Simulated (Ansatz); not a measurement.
This LiGeN structure is the end of a relaxation. It was relaxed at this level from a Materials Project cell.

All numbers below come from DFT PBE, scalar-relativistic, plane waves, PAW in Ansatz. Cutoff 420 eV, Γ-centred mesh, Gaussian smearing, no spin polarisation.

```cif
data_structure
_symmetry_space_group_name_H-M 'P 1'
_symmetry_Int_Tables_number 1
_cell_length_a 5.5242
_cell_length_b 4.1253
_cell_length_c 6.9497
_cell_angle_alpha 90.000
_cell_angle_beta 90.000
_cell_angle_gamma 90.000
_cell_volume 158.38
loop_
_atom_site_label
_atom_site_type_symbol
_atom_site_fract_x
_atom_site_fract_y
_atom_site_fract_z
_atom_site_occupancy
Li1 Li 0.57564 0.25000 0.91259 1
Li2 Li 0.07564 0.25000 0.58741 1
Li3 Li 0.42436 0.75000 0.08741 1
Li4 Li 0.92436 0.75000 0.41259 1
Ge1 Ge 0.54305 0.25000 0.39193 1
Ge2 Ge 0.04305 0.25000 0.10807 1
Ge3 Ge 0.45695 0.75000 0.60807 1
Ge4 Ge 0.95695 0.75000 0.89193 1
N1 N 0.87927 0.25000 0.34577 1
N2 N 0.37927 0.25000 0.15423 1
N3 N 0.12073 0.75000 0.65423 1
N4 N 0.62073 0.75000 0.84577 1
```

The zero of energy is the elements' standard structures at the same level (N₂ as a molecule); no fitted shifts are applied.

Problem. What space group does it have?

Solution. Pnma (No. 62). Conventional cell: a = 5.524 Å, b = 4.125 Å, c = 6.950 Å. Around Li lie 1 N at 2.00 Å and 2 N at 2.13 Å; around Ge lie 2 N at 1.88 Å and 2 Ge at 2.60 Å; N has 2 Ge at 1.88 Å, 1 Li at 2.00 Å and 2 Li at 2.13 Å.

Problem. What is its formation energy per atom?

Solution. −0.29 eV/atom. A negative formation energy is needed for stability but isn't enough: competing phases decide.

Problem. Is it a metal?

Solution. There is no gap on the 8×10×6 mesh, but valence and conduction bands overlap by only 0.02 eV, so at this level it is a semimetal.

The last run used an 8×10×6 mesh (in the run's order of axes) for its 12-atom cell and Gaussian smearing of 0.10 eV. The zero gap may come from the functional, which often closes small gaps, or the cell may be a true semimetal. A structure relaxed within its symmetry needn't be a true minimum.
